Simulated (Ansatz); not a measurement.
MoS2 (2H-MoS2 type, space group P6_3/mmc), scan of one atom of the cell

MoS₂ (2H-MoS2 type, space group P6_3/mmc)

```
MoS2
1.0
    3.17320     0.00000     0.00000
   -1.58660     2.74807     0.00000
    0.00000     0.00000    12.43700
Mo S
2 4
Direct
  0.33333   0.66667   0.25000
  0.66667   0.33333   0.75000
  0.33333   0.66667   0.62490
  0.66667   0.33333   0.12490
  0.66667   0.33333   0.37510
  0.33333   0.66667   0.87510
```

Scan: atom 4 (S, nearest neighbour Mo at 2.404 Å; its periodic images, 3.2 Å or more away, move with it) is displaced along Cartesian [110], direction (0.707, 0.707, 0.000) in Cartesian axes, by s. The other atoms stay.

Method: r2SCAN+rVV10 (plane waves to 500 eV, PAW, scalar-relativistic; Ansatz, a quantum-chemistry and plane-wave program). k mesh 10×10×3 (Γ-centred), Fermi-Dirac smearing 0.05 eV. Energies are smeared free energies. Stress and pressure are positive under compression. F∥ is the force on the atom along that direction. F⊥ is the part of the force across the line. MoS2 is run without spin polarisation. MoS2 was relaxed with its symmetry unable to fall. The PAW data are Ansatz's earlier set. The zero of ΔE is the undisplaced structure.

```json
[
 {"s (Å)": "-0.480", "ΔE (eV/cell)": "0.958", "P (GPa)": "2.9", "F∥ (eV/Å)": "3.483", "|F⊥| (eV/Å)": "2.199"},
 {"s (Å)": "-0.384", "ΔE (eV/cell)": "0.643", "P (GPa)": "2.0", "F∥ (eV/Å)": "3.051", "|F⊥| (eV/Å)": "1.491"},
 {"s (Å)": "-0.288", "ΔE (eV/cell)": "0.377", "P (GPa)": "1.2", "F∥ (eV/Å)": "2.463", "|F⊥| (eV/Å)": "0.885"},
 {"s (Å)": "-0.192", "ΔE (eV/cell)": "0.174", "P (GPa)": "0.5", "F∥ (eV/Å)": "1.747", "|F⊥| (eV/Å)": "0.413"},
 {"s (Å)": "-0.096", "ΔE (eV/cell)": "0.045", "P (GPa)": "0.1", "F∥ (eV/Å)": "0.921", "|F⊥| (eV/Å)": "0.108"},
 {"s (Å)": "0.000", "ΔE (eV/cell)": "0.000", "P (GPa)": "0.0", "F∥ (eV/Å)": "0.000", "|F⊥| (eV/Å)": "0.000"},
 {"s (Å)": "0.096", "ΔE (eV/cell)": "0.048", "P (GPa)": "0.2", "F∥ (eV/Å)": "-1.003", "|F⊥| (eV/Å)": "0.118"},
 {"s (Å)": "0.192", "ΔE (eV/cell)": "0.195", "P (GPa)": "0.6", "F∥ (eV/Å)": "-2.070", "|F⊥| (eV/Å)": "0.490"},
 {"s (Å)": "0.288", "ΔE (eV/cell)": "0.446", "P (GPa)": "1.5", "F∥ (eV/Å)": "-3.176", "|F⊥| (eV/Å)": "1.143"},
 {"s (Å)": "0.384", "ΔE (eV/cell)": "0.805", "P (GPa)": "2.7", "F∥ (eV/Å)": "-4.287", "|F⊥| (eV/Å)": "2.097"},
 {"s (Å)": "0.480", "ΔE (eV/cell)": "1.268", "P (GPa)": "4.3", "F∥ (eV/Å)": "-5.356", "|F⊥| (eV/Å)": "3.372"}
]
```

What the scan shows:

```
Item                                                                                                                                                    Value
--------------------------------------------------------  ---------------------------------------------------------------------------------------------------
Energy at s = 0.480 Å                                                                                                                           1268 meV/cell
Force along the line at s = -0.480 Å                                                                                                                3.48 eV/Å
Symmetry of the curve                                                                                     not even: the positive side lies higher at ±0.480 Å
Shape of the curve                                                                             a single well with its minimum at or next to zero displacement
Force constant k = d²E/ds² at s = 0 (finite differences)                                                                                           10.0 eV/Å²
Harmonic estimate at the end of the scan                  ½ks² = 1158 meV/cell against the computed 1268 meV/cell, so the well is stiffer than harmonic there
```

(A displaced cell: forces are minus the slopes of the energy, force constants its curvatures, and phonons follow from these.)
